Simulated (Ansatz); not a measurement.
Ti₃Ag under pressure

These are results of DFT LDA, scalar-relativistic, plane waves, PAW (Ansatz), not measurements. Cutoff 420 eV, 10×10×10 k-points (Γ-centred), Fermi-Dirac smearing of 0.15 eV. No spin polarisation. Phonons by linear response, acoustic sum rule imposed.

Relaxed structure:
```cif
data_structure
_symmetry_space_group_name_H-M 'Pm-3m'
_symmetry_Int_Tables_number 221
_cell_length_a 3.9935
_cell_length_b 3.9935
_cell_length_c 3.9935
_cell_angle_alpha 90.000
_cell_angle_beta 90.000
_cell_angle_gamma 90.000
_cell_volume 63.69
loop_
_atom_site_label
_atom_site_type_symbol
_atom_site_symmetry_multiplicity
_atom_site_Wyckoff_symbol
_atom_site_fract_x
_atom_site_fract_y
_atom_site_fract_z
_atom_site_occupancy
Ti1 Ti 3 c 0.00000 0.50000 0.50000 1
Ag1 Ag 1 a 0.00000 0.00000 0.00000 1
```

In a metal, frequencies and elastic constants depend on the k mesh and the smearing, soft modes and shear constants most.

Optical modes at Γ (cm⁻¹) at zero pressure: 160, 163, 255.

Under hydrostatic pressure the same modes lie at 164, 165, 262 cm⁻¹. What is the pressure, and how much has the cell shrunk?

Answers

2 GPa; the volume is 1.4 % smaller.

Cost: 2 runs of about 12 core-minutes in all, on Arm Neoverse V2 (shared hosts).